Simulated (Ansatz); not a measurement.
Two states of LiCoN4

```yaml
crystal:
  lattice:
    - [5.13401, 0.00000, 0.00000]
    - [0.00000, 4.39471, 0.00000]
    - [-2.13782, 0.00000, 4.77536]
  atoms:
    - { symbol: Li, position: [0.50000, 0.50000, 0.00000] }
    - { symbol: Li, position: [0.50000, 0.00000, 0.50000] }
    - { symbol: Co, position: [0.00000, 0.00000, 0.00000] }
    - { symbol: Co, position: [0.00000, 0.50000, 0.50000] }
    - { symbol: N, position: [0.85320, 0.79480, 0.66840] }
    - { symbol: N, position: [0.14680, 0.29480, 0.83160] }
    - { symbol: N, position: [0.14680, 0.20520, 0.33160] }
    - { symbol: N, position: [0.85320, 0.70520, 0.16840] }
    - { symbol: N, position: [0.32460, 0.68530, 0.62130] }
    - { symbol: N, position: [0.67540, 0.18530, 0.87870] }
    - { symbol: N, position: [0.67540, 0.31470, 0.37870] }
    - { symbol: N, position: [0.32460, 0.81470, 0.12130] }
```

Level: PBE; 420 eV; 4×4×4 (shifted by 0, 0.5, 0 steps) mesh; methfessel-paxton occupations (width 0.0286 eV); Ansatz 0.2.0, fixed geometry.

State A: N5 up, N6 down, N7 down, N8 up, N9 up, N10 up, N11 down, N12 down (collinear spin). State B: N5 down, N6 up, N7 down, N8 up, N9 up, N10 down, N11 up, N12 down (collinear spin).

Q: Compare the two self-consistent states.

A: State A is lower by 1.1 meV an atom at zero smearing. So small a gap isn't resolved on this mesh where a state is a metal.

```csv
state,free energy (meV/atom),largest moment in a small sphere (μB),net moment (μB/cell),gap on mesh (eV),pressure (GPa),largest force (eV/Å)
A,0.0,0.56,0.00,metal,12.8,1.42
B,1.1,0.56,0.47,metal,13.2,1.63
```

Origin: a known structure type with other elements, at an estimated volume, so it need not be a known compound. Caveats: semilocal functionals often miss the gap of such magnets; the k mesh is coarse if the cell is a metal; atoms or cell far from equilibrium.
